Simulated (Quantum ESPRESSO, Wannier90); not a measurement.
## Zn₂SeS (R3m): Wannier90 run

```xyz
4
Lattice="-1.9537 3.3840 0.0000 -3.9075 0.0000 0.0000 -1.9537 1.1280 6.3837" Properties=species:S:1:pos:R:3 pbc="T T T"
Zn     0.0000     0.0000     0.0716
Zn     1.9537    -1.1280     3.1223
Se    -1.9537     1.1280    -0.8071
S      0.0000     0.0000     2.4005
```

Structure: Materials Project mp-1215446, symmetrised, not relaxed again. Not found in the COD (Crystallography Open Database) copy used; not checked further. Computed values, not measurements, from PBEsol: Quantum ESPRESSO (norm-conserving PseudoDojo potentials, cutoff 69 Ry, no spin polarisation, no spin-orbit coupling) on a Γ-centred 6×6×6 mesh, then Wannier90. Density: 10×10×10 mesh, cold smearing 0.01 Ry. Spin-orbit coupling, left out, would split the p-like bands by a few tenths of an eV.

Base run: 16 functions from bands 14-15,26-53 of the 53 computed, start hydrogen-like Zn: s;p; Se: s;p; S: s;p, centres 0.05 Å off the atoms, frozen window up to 2.87 eV relative to the valence-band maximum, outer window open. Bands 16–25 (Zn 3d 94 %) lie between the kept ones and are excluded. One thing is changed at a time; window edges are relative to the valence-band maximum. The misfit compares interpolated bands with pw.x on a high-symmetry path, for states up to 2.4 eV relative to the valence-band maximum. Converged means that the tolerances were met: symmetric starts can stop on a saddle, which shows as a larger Ω_OD at equal Ω_I and can move the misfit too.

```
setting                    functions  frozen to (eV)  Ω_I (Å²)  Ω_D (Å²)  Ω_OD (Å²)  rms misfit (meV)  worst (meV)                               ended
-------------------------  ---------  --------------  --------  --------  ---------  ----------------  -----------  ----------------------------------
base                              16            2.87     25.91      0.03       3.40               5.8           45                           converged
frozen window to 3.87 eV          16            3.87     28.45      0.06       3.47               6.7           48                           converged
frozen window to -0.13 eV         16           -0.13     25.68      0.02       3.33                20          142                           converged
frozen window to 6.87 eV          16            6.87     36.68      0.27       5.88               9.3           57                           converged
frozen window to 9.78 eV          16            9.78         –         –          –                 –            –       stops: too many frozen states
no frozen window                  16            none     24.85      0.01       3.04               194          542                           converged
outer window to 11.48 eV          16            2.87     41.45      0.38       8.76                14           72                           converged
outer window to 10.18 eV          16            2.87         –         –          –                 –            –  stops: too few bands in the window
```
